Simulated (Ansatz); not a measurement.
Mg₂C:
```cif
data_CMg2
_chemical_formula_sum 'C1 Mg2'
_space_group_name_H-M_alt 'P 1'
_space_group_IT_number 1
_cell_length_a 3.83492
_cell_length_b 3.83492
_cell_length_c 3.83492
_cell_angle_alpha 60.000
_cell_angle_beta 60.000
_cell_angle_gamma 60.000
loop_
_space_group_symop_operation_xyz
  'x, y, z'
loop_
_atom_site_label
_atom_site_type_symbol
_atom_site_fract_x
_atom_site_fract_y
_atom_site_fract_z
_atom_site_occupancy
C1 C 0.00000 0.00000 0.00000 1
Mg1 Mg 0.25000 0.25000 0.25000 1
Mg2 Mg 0.75000 0.75000 0.75000 1
```

Relaxed with PBEsol.

**Question.** Give the optical modes at the zone centre with their infrared activity from DFPT, DFT-PBEsol in the program Ansatz with PAW potentials.

**Answer.** Transverse frequencies, without the LO–TO term; a row sums one degenerate level.

```tsv
ω (cm⁻¹)	degeneracy	IR ((D/Å)²/amu)	activity	symmetry
374	3	0.00	IR-inactive	T2g
404	3	73.29	IR	T1u
```

**Question.** How high does the top mode go among those that the LO–TO term moves?

**Answer.** 557 cm⁻¹ for q along x.

Space group Fm-3m (anti-fluorite). The cell is a constructed one: a structure type filled with these elements; neither database checked (COD, Materials Project) lists it. Whether it is the stable phase at ambient conditions was not checked. The PBEsol relaxation kept the symmetry of its start; phonons on a q-mesh show no instability.

Potentials: the later of the program's two PAW sets.
